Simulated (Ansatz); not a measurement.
## Cost of a DFT run on NaCaCeBiO₆

```yaml
crystal:
  lattice:
    - [5.89613057, 0.0, 0.0]
    - [0.0, 5.89613057, 0.0]
    - [0.0, 0.0, 8.64216308]
  atoms:
    - { symbol: Na, position: [0.5, 0.0, 0.25] }
    - { symbol: Na, position: [0.0, 0.5, 0.75] }
    - { symbol: Ca, position: [0.0, 0.5, 0.25] }
    - { symbol: Ca, position: [0.5, 0.0, 0.75] }
    - { symbol: Ce, position: [0.0, 0.0, 0.5] }
    - { symbol: Ce, position: [0.5, 0.5, 0.0] }
    - { symbol: Bi, position: [0.0, 0.0, 0.0] }
    - { symbol: Bi, position: [0.5, 0.5, 0.5] }
    - { symbol: O, position: [0.0, 0.0, 0.24533043] }
    - { symbol: O, position: [0.5, 0.5, 0.25466957] }
    - { symbol: O, position: [0.0, 0.0, 0.75466957] }
    - { symbol: O, position: [0.5, 0.5, 0.74533043] }
    - { symbol: O, position: [0.32130989, 0.16640043, 0.9834884] }
    - { symbol: O, position: [0.67869011, 0.83359957, 0.9834884] }
    - { symbol: O, position: [0.83359957, 0.32130989, 0.0165116] }
    - { symbol: O, position: [0.16640043, 0.67869011, 0.0165116] }
    - { symbol: O, position: [0.82130989, 0.33359957, 0.4834884] }
    - { symbol: O, position: [0.17869011, 0.66640043, 0.4834884] }
    - { symbol: O, position: [0.33359957, 0.17869011, 0.5165116] }
    - { symbol: O, position: [0.66640043, 0.82130989, 0.5165116] }
kpoints:
  mp_grid: { grid: [4, 4, 3] }
scf:
  occupations: { method: fermi_dirac, width: 0.02 }
hamiltonian:
  xc: pbe
  pseudopotentials: { kind: paw }
output:
  forces: true
  stress: true
  populations: true
  efg:
    quadrupole_moments_barn: { Na: 0.104, Ca: -0.0408, Bi: -0.516, O: -0.02558 }
    contact_densities: true
```

```sh
ansatz run input.yaml --threads 2 --pin off --max-ram 5120MiB --backend cpu --events-out ev --progress --plain --runs-dir out
```

It runs on 2 threads of Arm Neoverse V1 (aarch64; 8 cores open to the job, memory cap 5.0 GiB, no GPU), a shared host with a load of 0.9 a core.

(1) How much time and memory should be set aside?

Answers

(1) About 41 s of wall time (77 s of CPU time) and 0.84 GiB. The run holds 164 valence electrons in 102 bands, about 5897 plane waves a k-point and 12 irreducible k-points, and took 9 SCF iterations. Times on a shared host vary by tens of per cent.
